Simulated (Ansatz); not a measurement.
A structure of PbSe relaxed with PBEsol (plane waves to 420 eV, PAW, scalar-relativistic; Ansatz, a quantum-chemistry and plane-wave program); single points at other levels follow on the same geometry (Ansatz, PAW; PBEsol+SOC at 420 eV on a 13×13×13 k-mesh; spin-orbit coupling only where +SOC is written). Space group Fm-3m (No. 225).

```
PbSe
1.0
    0.00000     3.05099     3.05099
    3.05099     0.00000     3.05099
    3.05099     3.05099     0.00000
Pb Se
1 1
Direct
  0.00000   0.00000   0.00000
  0.50000   0.50000   0.50000
```

```
level       gap (eV)    kind  conduction minimum
----------  --------  ------  ------------------
PBEsol          0.17  direct                   L
PBEsol+SOC         ?       ?                   ?
```

Q: Fill in the missing entries.

A: 
- PBEsol+SOC, gap (eV): 0.30
- PBEsol+SOC, kind: direct
- PBEsol+SOC, conduction minimum: L

The shift from spin-orbit coupling is approximate. No spin polarisation in the result.

The run could not lose the symmetry of its start.
